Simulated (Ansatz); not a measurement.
BeSe:
```
BeSe
1.0
    0.00000     2.56430     2.56430
    2.56430     0.00000     2.56430
    2.56430     2.56430     0.00000
Be Se
1 1
Direct
  0.00000   0.00000   0.00000
  0.75000   0.75000   0.75000
```

PBEsol (plane waves, PAW; program Ansatz) gives a gap of 2.47 eV without spin–orbit coupling, maximum at Γ, minimum at X.

What happens when spin–orbit coupling is switched on?

The gap falls by 0.15 eV, to 2.32 eV; maximum at Γ, minimum at X.

How large is the spin–orbit splitting of the valence top at Γ?

The fourfold level lies 0.45 eV above the split-off pair.

Give the electron effective mass with spin–orbit coupling.

0.26, 0.26, 0.84 mₑ (principal values).

Give the hole effective mass with spin–orbit coupling, band 1 of 2 at the edge.

0.45 along [100], 0.85 along [110], 1.1 along [111] (mₑ).

Give the hole effective mass with spin–orbit coupling, band 2 of 2 at the edge.

0.27 along [100], 0.21 along [110], 0.20 along [111] (mₑ).

Space group F-43m (zinc blende). Symmetry was held in the PBEsol relaxation.

Potentials: the earlier of the program's two PAW sets. The files were generated under PBE; for other functionals the program regenerates the frozen cores, and for LDA and PBEsol the local potential too.
